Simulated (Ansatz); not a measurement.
Input and steps of a relaxation of cell and atoms on an ordered 8-atom cell of LaAl₃N₄ on the wurtzite lattice (Cm) (the plane-wave code Ansatz, PBE). It starts from a guessed cell.

```yaml
crystal:
  lattice:
    - [6.0213225654, -1.628767792, 0.0]
    - [6.0213225654, 1.628767792, 0.0]
    - [-2.6434901883, 0.0, 4.9846337748]
  atoms:
    - { symbol: Al, position: [0.0, 0.0, 0.3333333333] }
    - { symbol: Al, position: [0.25, 0.25, 0.9166666667] }
    - { symbol: "N", position: [0.8125, 0.8125, 0.1458333333] }
    - { symbol: "N", position: [0.0625, 0.0625, 0.7291666667] }
    - { symbol: Al, position: [0.5, 0.5, 0.8333333333] }
    - { symbol: La, position: [0.75, 0.75, 0.4166666667] }
    - { symbol: "N", position: [0.3125, 0.3125, 0.6458333333] }
    - { symbol: "N", position: [0.5625, 0.5625, 0.2291666667] }
kpoints:
  mp_grid: { grid: [8, 8, 6] }
hamiltonian:
  xc: pbe
scf:
  occupations: { method: fermi_dirac, width: 0.02 }
relax:
  f_tol: 0.005
  cell: {}
output:
  write_density: true
  write_potential: true
  elf: true
  volumetric_format: npy
```

Of the 35 recorded frames of the trajectory, 18 are shown, each with fractional positions and then forces in eV/Å along x, y and z. The last, and any step after a large change of cell, is solved on a basis re-selected at its cell; pressure is positive in compression.

Step 1: energy 0.0 meV/atom from step 1, largest force component 9.762 eV/Å, pressure +26.37 GPa; a = 6.238 Å, b = 6.238 Å, c = 5.642 Å, α = 116.89°, β = 116.89°, γ = 30.27°
```
Al 0.0000 0.0000 0.3333    -0.364   0.000  -1.011
Al 0.2500 0.2500 0.9167     1.299   0.000   0.110
N  0.8125 0.8125 0.1458     6.078   0.000  -5.970
N  0.0625 0.0625 0.7292    -0.034   0.000  -0.113
Al 0.5000 0.5000 0.8333    -0.785   0.000   0.366
La 0.7500 0.7500 0.4167     0.036   0.000   0.783
N  0.3125 0.3125 0.6458     1.548   0.000   9.762
N  0.5625 0.5625 0.2292    -7.777   0.000  -3.928
```

Step 2: energy -447.4 meV/atom from step 1, largest force component 3.258 eV/Å, pressure +6.08 GPa; a = 6.354 Å, b = 6.354 Å, c = 5.756 Å, α = 117.02°, β = 117.02°, γ = 30.25°
```
Al 0.9973 0.9973 0.3305    -0.362   0.000  -1.270
Al 0.2506 0.2506 0.9165     1.416   0.000   0.259
N  0.8160 0.8160 0.1225     1.395   0.000  -1.938
N  0.0626 0.0626 0.7278     0.013   0.000  -0.051
Al 0.5028 0.5028 0.8365    -0.940   0.000   0.430
La 0.7498 0.7498 0.4171    -0.003   0.000   0.221
N  0.3242 0.3242 0.6841     0.849   0.000   3.258
N  0.5466 0.5466 0.2150    -2.368   0.000  -0.909
```

Step 3: energy -515.3 meV/atom from step 1, largest force component 1.532 eV/Å, pressure +1.95 GPa; a = 6.373 Å, b = 6.373 Å, c = 5.868 Å, α = 116.43°, β = 116.43°, γ = 29.90°
```
Al 0.9897 0.9897 0.3084    -0.305   0.000   0.159
Al 0.2579 0.2579 0.9225     0.111   0.000  -0.453
N  0.8129 0.8129 0.1131     0.798   0.000  -0.636
N  0.0638 0.0638 0.7255    -0.203   0.000   0.188
Al 0.5031 0.5031 0.8485     0.448   0.000  -0.534
La 0.7498 0.7498 0.4212     0.019   0.000   0.393
N  0.3307 0.3307 0.6986     0.336   0.000   1.532
N  0.5421 0.5421 0.2120    -1.204   0.000  -0.650
```

Step 4: energy -536.8 meV/atom from step 1, largest force component 0.317 eV/Å, pressure +1.12 GPa; a = 6.304 Å, b = 6.304 Å, c = 5.845 Å, α = 115.48°, β = 115.48°, γ = 30.36°
```
Al 0.9850 0.9850 0.3035     0.173   0.000  -0.050
Al 0.2585 0.2585 0.9213    -0.100   0.000   0.008
N  0.8098 0.8098 0.1070    -0.036   0.000  -0.049
N  0.0649 0.0649 0.7228     0.053   0.000   0.019
Al 0.5078 0.5078 0.8454     0.317   0.000  -0.106
La 0.7494 0.7494 0.4323    -0.138   0.000   0.307
N  0.3387 0.3387 0.7136    -0.022   0.000  -0.185
N  0.5359 0.5359 0.2041    -0.247   0.000   0.058
```

Step 5: energy -540.9 meV/atom from step 1, largest force component 0.193 eV/Å, pressure +0.54 GPa; a = 6.282 Å, b = 6.282 Å, c = 5.802 Å, α = 114.58°, β = 114.58°, γ = 30.59°
```
Al 0.9835 0.9835 0.2991     0.093   0.000  -0.059
Al 0.2595 0.2595 0.9244    -0.102   0.000   0.177
N  0.8084 0.8084 0.1096    -0.069   0.000  -0.033
N  0.0675 0.0675 0.7201     0.044   0.000   0.007
Al 0.5098 0.5098 0.8415     0.170   0.000   0.003
La 0.7466 0.7466 0.4402    -0.083   0.000   0.094
N  0.3407 0.3407 0.7144     0.094   0.000  -0.193
N  0.5339 0.5339 0.2006    -0.148   0.000   0.003
```

Step 6: energy -550.0 meV/atom from step 1, largest force component 0.552 eV/Å, pressure -1.37 GPa; a = 6.171 Å, b = 6.171 Å, c = 5.690 Å, α = 111.22°, β = 111.22°, γ = 31.42°
```
Al 0.9784 0.9784 0.2864     0.062   0.000  -0.145
Al 0.2636 0.2636 0.9376     0.157   0.000   0.236
N  0.8042 0.8042 0.1172    -0.151   0.000   0.018
N  0.0761 0.0761 0.7123     0.145   0.000   0.091
Al 0.5160 0.5160 0.8319    -0.345   0.000   0.102
La 0.7376 0.7376 0.4619    -0.115   0.000   0.169
N  0.3470 0.3470 0.7145     0.085   0.000  -0.552
N  0.5272 0.5272 0.1882     0.164   0.000   0.080
```

Step 7: energy -553.4 meV/atom from step 1, largest force component 0.674 eV/Å, pressure -2.09 GPa; a = 6.091 Å, b = 6.091 Å, c = 5.574 Å, α = 108.08°, β = 108.08°, γ = 31.96°
```
Al 0.9740 0.9740 0.2767    -0.207   0.000  -0.205
Al 0.2702 0.2702 0.9507     0.363   0.000   0.340
N  0.8014 0.8014 0.1259    -0.068   0.000  -0.116
N  0.0863 0.0863 0.7100    -0.050   0.000   0.176
Al 0.5196 0.5196 0.8236    -0.674   0.000   0.115
La 0.7270 0.7270 0.4795     0.265   0.000   0.136
N  0.3510 0.3510 0.7060    -0.016   0.000  -0.655
N  0.5206 0.5206 0.1778     0.386   0.000   0.209
```

Step 8: energy -558.5 meV/atom from step 1, largest force component 0.271 eV/Å, pressure -1.13 GPa; a = 6.124 Å, b = 6.124 Å, c = 5.605 Å, α = 109.08°, β = 109.08°, γ = 31.64°
```
Al 0.9753 0.9753 0.2814    -0.227   0.000  -0.016
Al 0.2713 0.2713 0.9477     0.052   0.000   0.166
N  0.8029 0.8029 0.1235     0.074   0.000  -0.057
N  0.0853 0.0853 0.7169    -0.169   0.000  -0.008
Al 0.5163 0.5163 0.8278    -0.102   0.000  -0.016
La 0.7290 0.7290 0.4721    -0.059   0.000  -0.022
N  0.3476 0.3476 0.6976     0.271   0.000   0.122
N  0.5222 0.5222 0.1830     0.159   0.000  -0.169
```

Step 9: energy -560.6 meV/atom from step 1, largest force component 0.149 eV/Å, pressure +0.15 GPa; a = 6.068 Å, b = 6.068 Å, c = 5.590 Å, α = 108.41°, β = 108.41°, γ = 31.88°
```
Al 0.9739 0.9739 0.2793    -0.081   0.000  -0.021
Al 0.2726 0.2726 0.9498     0.037   0.000   0.149
N  0.8018 0.8018 0.1231     0.000   0.000  -0.015
N  0.0857 0.0857 0.7168     0.001   0.000  -0.035
Al 0.5170 0.5170 0.8265    -0.002   0.000   0.104
La 0.7279 0.7279 0.4772    -0.062   0.000  -0.134
N  0.3493 0.3493 0.6970     0.024   0.000  -0.014
N  0.5218 0.5218 0.1803     0.084   0.000  -0.035
```

Step 27: energy -659.4 meV/atom from step 1, largest force component 0.106 eV/Å, pressure -0.23 GPa; a = 6.364 Å, b = 6.364 Å, c = 5.495 Å, α = 102.18°, β = 102.18°, γ = 30.23°
```
Al 0.9803 0.9803 0.2974    -0.008   0.000  -0.006
Al 0.3382 0.3382 0.0287    -0.009   0.000   0.007
N  0.8183 0.8183 0.1684    -0.013   0.000   0.105
N  0.0509 0.0509 0.6416    -0.033   0.000  -0.067
Al 0.4978 0.4978 0.7766    -0.021   0.000  -0.028
La 0.7185 0.7185 0.5014    -0.009   0.000   0.038
N  0.3377 0.3377 0.6954     0.072   0.000  -0.088
N  0.5084 0.5084 0.1405     0.021   0.000   0.038
```

Step 28: energy -659.6 meV/atom from step 1, largest force component 0.020 eV/Å, pressure +0.03 GPa; a = 6.355 Å, b = 6.355 Å, c = 5.492 Å, α = 101.96°, β = 101.96°, γ = 30.28°
```
Al 0.9806 0.9806 0.2959     0.001   0.000  -0.001
Al 0.3381 0.3381 0.0297     0.013   0.000   0.020
N  0.8188 0.8188 0.1710    -0.012   0.000  -0.004
N  0.0505 0.0505 0.6395    -0.005   0.000  -0.003
Al 0.4974 0.4974 0.7751    -0.004   0.000   0.002
La 0.7183 0.7183 0.5035     0.001   0.000  -0.015
N  0.3377 0.3377 0.6958     0.000   0.000  -0.009
N  0.5087 0.5087 0.1394     0.006   0.000   0.010
```

Step 29: energy -659.6 meV/atom from step 1, largest force component 0.012 eV/Å, pressure +0.01 GPa; a = 6.355 Å, b = 6.355 Å, c = 5.491 Å, α = 101.94°, β = 101.94°, γ = 30.29°
```
Al 0.9806 0.9806 0.2959    -0.005   0.000   0.009
Al 0.3383 0.3383 0.0300    -0.003   0.000  -0.012
N  0.8187 0.8187 0.1710     0.008   0.000   0.000
N  0.0504 0.0504 0.6395     0.001   0.000  -0.002
Al 0.4973 0.4973 0.7751    -0.001   0.000  -0.008
La 0.7183 0.7183 0.5033     0.001   0.000   0.012
N  0.3376 0.3376 0.6957     0.000   0.000   0.003
N  0.5088 0.5088 0.1395     0.000   0.000  -0.001
```

Step 30: energy -659.6 meV/atom from step 1, largest force component 0.003 eV/Å, pressure 0.00 GPa; a = 6.355 Å, b = 6.355 Å, c = 5.492 Å, α = 101.94°, β = 101.94°, γ = 30.29°
```
Al 0.9806 0.9806 0.2960     0.002   0.000  -0.001
Al 0.3383 0.3383 0.0299     0.000   0.000   0.001
N  0.8188 0.8188 0.1710    -0.001   0.000   0.000
N  0.0504 0.0504 0.6395     0.000   0.000  -0.001
Al 0.4973 0.4973 0.7750     0.001   0.000   0.003
La 0.7183 0.7183 0.5034    -0.001   0.000  -0.001
N  0.3376 0.3376 0.6957    -0.001   0.000  -0.001
N  0.5088 0.5088 0.1395     0.000   0.000   0.000
```

Step 31: energy -660.8 meV/atom from step 1, largest force component 0.003 eV/Å, pressure +0.05 GPa; a = 6.355 Å, b = 6.355 Å, c = 5.492 Å, α = 101.94°, β = 101.94°, γ = 30.29°
```
Al 0.9806 0.9806 0.2960     0.002   0.000  -0.001
Al 0.3383 0.3383 0.0299     0.001   0.000   0.002
N  0.8188 0.8188 0.1710     0.000   0.000   0.001
N  0.0504 0.0504 0.6395     0.000   0.000  -0.002
Al 0.4973 0.4973 0.7750     0.001   0.000   0.003
La 0.7183 0.7183 0.5034    -0.001   0.000  -0.001
N  0.3376 0.3376 0.6957    -0.001   0.000  -0.001
N  0.5088 0.5088 0.1395    -0.001   0.000  -0.001
```

Step 32: energy -660.7 meV/atom from step 1, largest force component 0.036 eV/Å, pressure -0.09 GPa; a = 6.368 Å, b = 6.368 Å, c = 5.496 Å, α = 101.63°, β = 101.63°, γ = 30.21°
```
Al 0.9811 0.9811 0.2943    -0.033   0.000   0.000
Al 0.3387 0.3387 0.0317    -0.009   0.000   0.007
N  0.8196 0.8196 0.1735    -0.018   0.000   0.005
N  0.0498 0.0498 0.6373     0.008   0.000   0.004
Al 0.4965 0.4965 0.7732    -0.014   0.000  -0.001
La 0.7184 0.7184 0.5051     0.036   0.000   0.002
N  0.3372 0.3372 0.6975     0.009   0.000  -0.019
N  0.5087 0.5087 0.1374     0.020   0.000   0.002
```

Step 33: energy -660.8 meV/atom from step 1, largest force component 0.010 eV/Å, pressure -0.01 GPa; a = 6.359 Å, b = 6.359 Å, c = 5.496 Å, α = 101.67°, β = 101.67°, γ = 30.26°
```
Al 0.9808 0.9808 0.2949     0.010   0.000   0.006
Al 0.3385 0.3385 0.0311     0.004   0.000  -0.008
N  0.8191 0.8191 0.1725    -0.004   0.000   0.006
N  0.0500 0.0500 0.6377     0.005   0.000   0.008
Al 0.4969 0.4969 0.7739    -0.008   0.000  -0.001
La 0.7185 0.7185 0.5047    -0.002   0.000  -0.004
N  0.3374 0.3374 0.6970    -0.001   0.000  -0.001
N  0.5087 0.5087 0.1382    -0.002   0.000  -0.007
```

Step 34: energy -660.8 meV/atom from step 1, largest force component 0.003 eV/Å, pressure 0.00 GPa; a = 6.358 Å, b = 6.358 Å, c = 5.497 Å, α = 101.67°, β = 101.67°, γ = 30.25°
```
Al 0.9808 0.9808 0.2949     0.001   0.000   0.001
Al 0.3385 0.3385 0.0311    -0.001   0.000  -0.001
N  0.8191 0.8191 0.1726    -0.001   0.000   0.001
N  0.0501 0.0501 0.6378     0.000   0.000   0.001
Al 0.4969 0.4969 0.7739    -0.001   0.000   0.000
La 0.7185 0.7185 0.5046     0.000   0.000  -0.002
N  0.3374 0.3374 0.6970     0.003   0.000   0.001
N  0.5087 0.5087 0.1380     0.000   0.000   0.000
```

Step 35: energy -660.9 meV/atom from step 1, largest force component 0.003 eV/Å, pressure +0.01 GPa; a = 6.358 Å, b = 6.358 Å, c = 5.497 Å, α = 101.67°, β = 101.67°, γ = 30.25°
```
Al 0.9808 0.9808 0.2949     0.001   0.000   0.001
Al 0.3385 0.3385 0.0311    -0.001   0.000  -0.001
N  0.8191 0.8191 0.1726    -0.001   0.000   0.001
N  0.0501 0.0501 0.6378     0.000   0.000   0.000
Al 0.4969 0.4969 0.7739    -0.001   0.000   0.000
La 0.7185 0.7185 0.5046     0.000   0.000  -0.002
N  0.3374 0.3374 0.6970     0.003   0.000   0.001
N  0.5087 0.5087 0.1380     0.000   0.000  -0.001
```

The walk took 32 steps and changed the volume by +12.0 %. The last SCF, on a fresh basis, lies 661 meV an atom below the first. At the end: it is monoclinic, Cm (No. 8); a = 12.275 Å, b = 3.318 Å, c = 5.497 Å, β = 102.1° in the conventional setting, 13.68 Å³ an atom. Around Al lie 4 N at 1.90–1.96 Å; around Al lie 4 N at 1.83–2.05 Å; around N lie 3 Al at 1.87–1.96 Å and 1 La at 2.41 Å; around N lie 3 Al at 1.90–1.99 Å; around Al lie 4 N at 1.91–1.99 Å; around La lie 3 N at 2.31–2.41 Å; around N lie 2 Al at 1.83–1.91 Å and 2 La at 2.31 Å; around N lie 4 Al at 1.93–2.05 Å.

Run as `ansatz run input.yaml --threads 4 --pin off --max-ram 6451MiB --backend cpu --events-out ev --progress --plain --runs-dir out`.

**Question.** What wall time did it need on 4 threads of Arm Neoverse V2, on a shared host, load about 0.7 per core, and what peak of host memory did it reach?

**Answer.** About 5.2 min, with a peak of 0.67 GiB.

All values are calculated for a non-magnetic cell, which may be hypothetical.
